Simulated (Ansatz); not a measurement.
Computed with DFT PBE, scalar-relativistic, plane waves, PAW in Ansatz 0.2.0. Cutoff 420 eV, Γ-centred meshes of about 0.25 Å⁻¹ or finer for metals and 0.3 Å⁻¹ for insulators (2π included), Gaussian smearing. No spin polarisation.

This relaxed Si4BN3 cell comes from a structure search over trial cells.

```cif
data_structure
_symmetry_space_group_name_H-M 'P1'
_symmetry_Int_Tables_number 1
_cell_length_a 2.7457
_cell_length_b 2.7458
_cell_length_c 16.8810
_cell_angle_alpha 89.448
_cell_angle_beta 89.131
_cell_angle_gamma 60.008
_cell_volume 110.21
loop_
_atom_site_label
_atom_site_type_symbol
_atom_site_symmetry_multiplicity
_atom_site_Wyckoff_symbol
_atom_site_fract_x
_atom_site_fract_y
_atom_site_fract_z
_atom_site_occupancy
Si1 Si 1 a 0.51730 0.53123 0.48416 1
Si2 Si 1 a 0.52920 0.53380 0.34209 1
Si3 Si 1 a 0.55365 0.53850 0.05376 1
Si4 Si 1 a 0.54171 0.53588 0.19583 1
B1 B 1 a 0.89358 0.89533 0.77211 1
N1 N 1 a 0.56021 0.56221 0.77211 1
N2 N 1 a 0.18075 0.19719 0.52173 1
N3 N 1 a 0.89027 0.87253 0.01621 1
```

Problem. Is this structure dynamically stable?

Solution. As far as tested, yes. The phonons at Γ show no imaginary mode. (Phonon run: 14×14×2 k mesh, Gaussian smearing of 0.10 eV.) After random moves of the atoms it relaxes back. Other q points weren't tested. The optical modes at Γ run from 9 to 906 cm⁻¹. Around Si on its first site lie 3 N at 1.71 Å and 1 Si at 2.40 Å; around Si on its second site lie 2 Si at 2.40–2.47 Å and 6 Si at 2.75 Å; B is surrounded by 3 N at 1.58–1.59 Å; N on its first site has 3 B at 1.58–1.59 Å; 4 more sites not described.

No dispersion correction is applied, so the spacing and binding between layers, chains or molecules are poorly described. Phonons of metals hang on the k mesh and the smearing.
